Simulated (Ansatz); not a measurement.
# Ta4N3 (I4/mmm), an elastic constant from a strain scan

All numbers below come from Ansatz, DFT PBEsol, scalar-relativistic, plane waves, PAW. Settings: plane waves to 420 eV, k-mesh 12×12×12 (Γ-centred), Gaussian smearing 0.15 eV. Spin–orbit coupling is left out, which can shift energies with elements as heavy as these. No spin polarisation. Energies are free energies at this smearing, counted from the undisturbed cell; pressure is positive in compression.

Zero of the scan (relaxed at this level; it needn't be the usual structure):

```xyz
7
Lattice="-2.1786 2.1786 4.2727 2.1786 -2.1786 4.2727 2.1786 2.1786 -4.2727" Properties=species:S:1:pos:R:3 pbc="T T T"
Ta    2.1786    0.0000    0.0000
Ta    0.0000    0.0000    2.2282
Ta    0.0000    2.1786    0.0000
Ta    0.0000    0.0000    6.3171
N     0.0000    2.1786    2.1363
N     0.0000    0.0000    0.0000
N     2.1786    0.0000    2.1363
```

The cell is strained by ε times the Voigt pattern (0, 0, 0, 1, 0, 0) (xx, yy, zz, yz, xz, xy; engineering shear) with fractional coordinates fixed. The cell holds 7 atoms in V0 = 81.12 Å³. The stress column is τ = (1/V0) dE/dε, got from the stress tensor σ (compression positive) at each point as −det(1 + εP) σ : P(1 + εP)⁻¹, with P the pattern as a tensor.

| ε | ΔE (meV/atom) | τ (GPa) |
| --- | --- | --- |
| -0.0525 | 11.168 | -5.899 |
| -0.0450 | 8.202 | -5.038 |
| -0.0375 | 5.701 | -4.190 |
| -0.0300 | 3.653 | -3.353 |
| -0.0150 | 0.920 | -1.687 |
| 0.0000 | 0.000 | 0.000 |
| 0.0150 | 0.920 | 1.687 |
| 0.0300 | 3.653 | 3.353 |
| 0.0375 | 5.701 | 4.190 |
| 0.0450 | 8.202 | 5.038 |
| 0.0525 | 11.168 | 5.899 |
| 0.0600 | ? | ? |

Which combination of elastic constants does this scan measure, and how large is it?

For small ε, τ = τ0 + Kε with K = pᵀCp, which for this pattern is C44 in the Cartesian frame shown. The parabola through τ at ε = -0.0150, 0 and 0.0150 has slope K = 112 GPa at zero. The energies per cell, E = NΔE, of the same two points give K = 2[E(ε₊)/ε₊ − E(ε₋)/ε₋]/[(ε₊ − ε₋)V0] = 113 GPa, in agreement. These are clamped-ion values.

Predict the withheld row at ε = 0.0600 from the harmonic law, and compare.

ΔE = V0(τ0 ε + Kε²/2)/N = 14.646 meV/atom and τ = 6.75 GPa. The calculation gives 14.603 meV/atom and 6.77 GPa, a miss of 0.3 % of the harmonic energy, so the harmonic law still holds here.

Forces appear on the atoms along this scan, and letting them relax would lower the energy and soften the response. In a metal these slopes depend on the k mesh and the smearing.

Cost: 7 runs of about 17 core-minutes in all, on Intel Xeon Processor @ 2.50GHz (Skylake/Cascade Lake) (shared hosts).